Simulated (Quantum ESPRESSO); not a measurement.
Different elements on one site among Ag Al Hf

All numbers below are calculated, not measured. They come from Quantum ESPRESSO 7.5, a public plane-wave density functional program. Each row is one single-point run on a made-up periodic cell of eight metal atoms, with elements, volume, strain and displacements drawn at random and not relaxed, so a cell may be unstable or far from any real phase. There is no spin polarisation or spin-orbit coupling.

Settings: PBE unless stated; PseudoDojo standard norm-conserving files; Fermi-Dirac width 0.25 eV, which means electrons at about 2900 K; cutoff 1143 eV; 6 x 6 x 6 k mesh shifted half a step off Gamma. E is the free energy of the whole cell (internal energy minus TS), so a -TS column is already part of it. Stress is positive in tension, and the pressure P is minus a third of its trace.

Checks: one run of this series was repeated at a higher cutoff and on a denser mesh, which moved values by no more than 0.008 eV, 0.29 GPa and 0.010 eV/Å, and a second program with other atomic files agreed on it to 2 % rms in force and 0.5 GPa in pressure. Known limits: the tin pseudopotential is less sure than most, with forces differing by about three percent from a second method on plain tin; heavy elements are run without spin-orbit coupling, which real alloys of them have; a spin test at this wide smearing found no moment, but such smearing suppresses magnetism that the real alloy may have.

The lattice is hexagonal close-packed, and the cell vectors in Å are (0.011, 5.071, -0.022); (2.822, -0.014, 4.696); (2.974, 0.027, -4.789), a volume of 139.33 Å³. The elements on sites 1 to 8 are Al Ag Al Hf Al Al Al X. The runs change X and keep the cell and the displaced positions. The column v is a rough volume for each atom of the pure element, close to PBE values, from general knowledge and not from these runs. Energies are left out, as each element's file has its own zero.

| run | X | v (Å³) | -TS (eV) | force on X (eV/Å) | rms force (eV/Å) | P (GPa) |
|---|---|---|---|---|---|---|
| 1 | Ru | 13.8 | -0.822 | 1.020 | 0.419 | -4.84 |
| 2 | Sn | 27.9 | -0.655 | 1.309 | 0.490 | 7.08 |
| 3 | Al | 16.5 | -0.679 | 0.606 | 0.302 | 0.40 |
| 4 | Ag | 17.8 | ? | ? | ? | ? |
| 5 | Ta | 18.3 | -0.804 | 1.751 | 0.539 | 1.22 |

## Worked fit

A straight line through the runs shown gives P = -13.6 + 0.760 v GPa with v in Å³, an error of 0.166 on the slope and a scatter of 1.76 GPa. At this fixed volume the pressure tends to rise with the size of X.

## Withheld run

Question: what pressure should run 4, with Ag, give?

The fit gives -0.07 ± 1.98 GPa. The calculation gave 1.66 GPa.
